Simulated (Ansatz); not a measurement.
A relaxed structure of In2Ag is spoiled in several ways and relaxed again each time (noise and exchanges are one random draw each; pressure is positive under compression). All values below come from PBEsol (plane waves to 420 eV, PAW, scalar-relativistic; Ansatz, a program for electronic structure).

```cif
data_Ag4In8
_chemical_formula_sum 'In8 Ag4'
_space_group_name_H-M_alt 'I4/mcm'
_space_group_IT_number 140
_space_group_name_Hall '-I 4 2c'
_cell_length_a 6.84136
_cell_length_b 6.84136
_cell_length_c 5.57340
_cell_angle_alpha 90.000
_cell_angle_beta 90.000
_cell_angle_gamma 90.000
loop_
_atom_site_label
_atom_site_type_symbol
_atom_site_symmetry_multiplicity
_atom_site_Wyckoff_symbol
_atom_site_fract_x
_atom_site_fract_y
_atom_site_fract_z
_atom_site_occupancy
In1 In 8 h 0.34489 0.15511 0.00000 1
Ag1 Ag 4 a 0.00000 0.00000 0.25000 1
```
(The calculation used a cell of 6 atoms; values per cell refer to that cell.)

```csv
change,first pressure (GPa),largest first force (eV/Å),released (eV/atom),moves,outcome,final group,E − E(parent) (eV/atom)
with every coordinate shifted by Gaussian noise of σ = 0.2 Å,7.3,5.64,0.27,8,returns to the parent,C2/m (nearly I4/mcm),0.00
with one In and one Ag atom exchanged in a cell of 6 atoms,2.3,0.39,0.03,25,trapped higher,C2,+0.12
```

First-step values come from each run's starting, coarser k-mesh (8×8×7). Each cell has its own k-point mesh; energy differences are given only to the digits this allows. No spin polarisation in the result.
